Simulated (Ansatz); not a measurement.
## Band table of GeW (CsCl type)

```yaml
crystal:
  lattice:
    - [2.30963, 0.00000, 0.00000]
    - [0.00000, 2.30963, 0.00000]
    - [0.00000, 0.00000, 2.30963]
  atoms:
    - { symbol: W, position: [0.00000, 0.00000, 0.00000] }
    - { symbol: Ge, position: [0.50000, 0.50000, 0.50000] }
```

The cell comes from a relaxation on PAW files under the same functional, begun from a prototype that needn't be the stable phase.

All numbers are PBE results (scalar-relativistic) from Ansatz 0.2.0, with a Γ-centred 14×14×14 k mesh, Fermi–Dirac smearing of 0.05 eV, no spin polarisation. Methods: LAPW: all electrons, basis error target 1 meV/atom.

This run: volume at 0.4 of the series' base cell.

Spin–orbit coupling is left out, which matters for the heavy atoms.

Path points, in fractions of the reciprocal vectors: Γ (0.000, 0.000, 0.000), X (0.000, 0.500, 0.000), M (0.500, 0.500, 0.000), R (0.500, 0.500, 0.500). The distance column jumps between branches of the path. Levels in eV from the Fermi level; bands 30 to 38, counted from the lowest band of the run. The gap is zero, the pressure 1346 GPa.

```
# k(1/Å) point b30 b31 b32 b33 b34 b35 b36 b37 b38
0.000 Γ -21.30 -10.83 -10.83 4.02 4.02 4.02 6.89 6.89 6.89
0.170 - -21.04 -10.80 -10.61 2.73 2.73 4.02 6.43 8.14 8.14
0.340 - -20.33 -10.73 -10.00 0.69 0.69 4.04 5.37 10.05 10.05
0.510 - -19.36 -10.63 -9.15 -1.29 -1.29 4.06 4.28 11.35 11.84
0.680 - -18.29 -10.49 -8.42 -3.04 -3.04 3.81 4.08 9.44 13.46
0.850 - -17.20 -10.35 -8.24 -4.49 -4.49 4.11 4.50 7.90 14.96
1.020 - -16.19 -10.21 -8.69 -5.58 -5.58 4.13 6.38 6.76 16.35
1.190 - -15.36 -10.12 -9.35 -6.25 -6.25 4.15 6.05 8.87 17.51
1.360 X -15.02 -10.09 -9.66 -6.48 -6.48 4.15 5.81 10.36 17.66
1.530 - -14.70 -10.48 -9.83 -6.35 -5.92 3.76 6.24 10.27 16.87
1.700 - -13.83 -12.04 -9.03 -5.96 -5.06 2.79 7.47 9.90 15.24
1.870 - -13.69 -12.69 -7.70 -5.35 -4.45 1.60 9.08 9.33 14.27
2.040 - -15.21 -11.46 -6.04 -4.57 -4.10 0.43 8.07 11.51 14.03
2.210 - -16.47 -10.24 -4.49 -3.94 -3.69 -0.56 7.52 13.40 13.66
2.380 - -17.41 -9.06 -3.88 -3.69 -2.83 -1.30 8.01 11.68 14.68
2.550 - -17.99 -8.07 -3.86 -3.69 -2.17 -1.76 9.31 10.51 15.55
2.720 M -18.19 -7.64 -3.86 -3.86 -1.92 -1.92 10.06 10.09 16.76
2.961 - -17.80 -8.45 -3.92 -3.52 -2.24 -1.77 8.74 10.92 13.73
3.201 - -16.70 -10.01 -4.23 -3.48 -2.86 -1.35 6.67 11.01 13.05
3.442 - -15.43 -11.23 -5.05 -4.48 -3.23 -0.65 5.33 9.84 15.76
3.682 - -15.74 -10.60 -6.46 -5.75 -2.96 0.29 5.06 9.86 15.01
3.923 - -17.48 -9.79 -8.09 -5.08 -1.92 1.43 5.52 10.26 13.93
4.163 - -19.36 -10.25 -9.52 -1.95 -0.15 2.62 6.20 9.90 12.48
4.404 - -20.78 -10.68 -10.49 1.67 2.17 3.61 6.71 8.40 9.10
4.644 Γ -21.30 -10.83 -10.83 4.02 4.02 4.02 6.89 6.89 6.89
4.939 - -20.51 -10.46 -10.46 0.86 2.31 2.31 8.00 8.00 9.67
5.233 - -18.43 -9.40 -9.40 -2.81 -0.80 -0.80 9.85 9.85 12.45
5.528 - -16.08 -8.09 -8.09 -4.81 -3.64 -3.64 11.87 11.87 13.81
5.822 - -15.02 -9.13 -9.13 -3.72 -3.19 -3.19 11.14 13.87 13.87
6.117 - -15.22 -11.75 -11.75 -0.13 -0.11 -0.11 6.15 15.74 15.74
6.411 - -15.66 -14.06 -14.06 0.54 3.69 3.69 5.80 16.99 16.99
6.706 - -16.04 -15.63 -15.63 -2.29 7.74 7.74 10.33 15.65 15.65
7.000 R -16.20 -16.20 -16.20 -3.38 11.01 11.01 12.88 12.88 12.88
7.240 - -16.17 -15.91 -15.65 -2.65 7.85 8.94 12.16 13.22 16.04
7.481 - -16.01 -15.07 -14.17 -0.60 4.03 5.25 10.33 13.07 19.66
7.721 - -15.66 -13.79 -12.21 0.39 1.55 2.35 7.99 12.48 17.57
7.962 - -15.03 -12.18 -10.63 -2.94 -1.02 3.91 7.40 11.67 14.57
8.202 - -14.06 -10.93 -10.38 -5.83 -0.95 1.24 10.87 11.33 11.50
8.443 - -12.72 -12.67 -8.58 -8.10 -1.88 1.20 8.72 10.34 15.85
8.683 - -14.37 -10.94 -9.57 -7.09 -4.79 3.33 6.63 10.26 16.97
8.924 X -15.02 -10.09 -9.66 -6.48 -6.48 4.15 5.81 10.36 17.66
10.847 R -16.20 -16.20 -16.20 -3.38 11.01 11.01 12.88 12.88 12.88
11.017 - -16.32 -15.92 -15.92 -3.01 8.42 10.97 12.51 12.51 14.93
11.187 - -16.62 -15.11 -15.11 -1.96 4.97 10.86 11.43 11.43 16.79
11.357 - -17.00 -13.84 -13.84 -0.36 1.62 9.79 9.79 10.70 17.77
11.527 - -17.39 -12.19 -12.19 -1.42 1.67 7.70 7.70 10.52 18.19
11.697 - -17.73 -10.23 -10.23 -3.99 4.00 5.26 5.26 10.34 18.34
11.867 - -17.98 -8.03 -8.03 -5.96 2.64 2.64 6.50 10.19 17.55
12.037 - -18.14 -7.21 -5.67 -5.67 -0.01 -0.01 8.87 10.09 17.04
12.207 M -18.19 -7.64 -3.86 -3.86 -1.92 -1.92 10.06 10.09 16.76
```
